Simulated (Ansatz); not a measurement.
Relaxed candidate structures of C:

A. Fd-3m, origin choice 1 (No. 227), cF8, diamond type; a = b = c = 3.5538 Å, α = β = γ = 90.00°; C 8a (0.000, 0.000, 0.000)

B. Ia-3 (No. 206), cI16; a = b = c = 4.4487 Å, α = β = γ = 90.00°; C 16c (0.094, 0.094, 0.094)

C. P6₃/mmc (No. 194), hP4; a = b = 2.4988 Å, c = 4.1609 Å, α = β = 90.00°, γ = 120.00°; C 4f (0.333, 0.667, 0.063)

D. R-3, hexagonal axes (No. 148), hR8; a = b = 6.318 Å, c = 3.846 Å, α = β = 90.00°, γ = 120.00°; C 18f (0.039, 0.270, 0.269); C 6c (0.000, 0.000, 0.300)

Q: Rank these by energy per atom (lowest first), as PBEsol (plane waves to 420 eV, PAW, scalar-relativistic; Ansatz, a first-principles code) gives it.

A: A (reference, the lowest of the structures calculated here), C (+24 meV/atom), B (+676 meV/atom), D (+796 meV/atom)

Q: Give each candidate's band gap.

A: No candidate is metallic. A: 4.03 eV (no spin-orbit coupling); B: 2.30 eV (no spin-orbit coupling); C: 3.05 eV (no spin-orbit coupling); D: 3.33 eV (no spin-orbit coupling).

 2 generated cells of layers, chains or molecules, poorly bound without dispersion, are left out. Each run could gain symmetry but not lose that of its start, so entries can be saddle points. From databases, or of a type measured for this composition: Fd-3m, cF8, diamond type; P6₃/mmc, hP4; the others are generated cells (placed on structure types, drawn at random, substituted or restacked) that were not matched to a known phase here. Static energies at zero pressure. Each cell has its own k-point mesh; energy differences are given only to the digits this allows. No spin polarisation in the result.
